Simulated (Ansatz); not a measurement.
CuF in the h-MgO-type structure, relaxed with r2SCAN: 7 runs in Ansatz, each a construction of maximally localised Wannier functions. The symmetry is P6_3/mmc (No. 194, hexagonal); conventional cell a = 3.509 Å, c = 5.083 Å, 13.55 Å³ an atom. Cu has 3 F at 2.03 Å; F has 3 Cu at 2.03 Å. These are computed values for a spin-unpolarised cell that may be hypothetical; none is a measurement.

```yaml
crystal:
  lattice:
    - [3.50866, 0.00000, 0.00000]
    - [-1.75433, 3.03859, 0.00000]
    - [0.00000, 0.00000, 5.08252]
  atoms:
    - { symbol: Cu, position: [0.33333, 0.66667, 0.25000] }
    - { symbol: Cu, position: [0.66667, 0.33333, 0.75000] }
    - { symbol: F, position: [0.66667, 0.33333, 0.25000] }
    - { symbol: F, position: [0.33333, 0.66667, 0.75000] }
```

Windows count from the top of the filled bands, or the Fermi level where a functional gives no gap; a dash means that no such window was set (without an outer window there is no disentanglement).

```tsv
functional	SCF mesh	trial orbitals	functions	mesh	window (eV)	frozen (eV)	Ω total (Å²)	Ω invariant (Å²)	largest spread (Å²)	least projectability	interpolation miss of the model's filled bands (eV, to the nearest computed level)
PBE	6×6×4	F s, F p	8	6×6×4	–	–	5.01	4.41	0.70	0.77	0.007
PBE	6×6×4	F s, F p	8	6×6×2	–	–	4.88	4.29	0.68	0.77	0.074
PBE	6×6×4	F s, F p	8	12×12×4	–	–	5.07	4.48	0.71	0.77	0.007
PBE	6×6×4	F p	6	6×6×4	–	–	4.98	4.95	0.86	0.77	0.006
r2SCAN	6×6×4	F s, F p	8	6×6×4	–	–	4.79	4.19	0.66	0.79	0.005
HSE06	6×6×4	F s, F p	8	6×6×4	–	–	4.90	4.31	0.68	0.76	–
HSE06	6×6×4	Cu d	10	6×6×4	–	–	6.30	6.25	0.77	0.76	–
```

For F s, F p with PBE the spread goes 4.88 Å² (6×6×2), 5.01 Å² (6×6×4), 5.07 Å² (12×12×4).
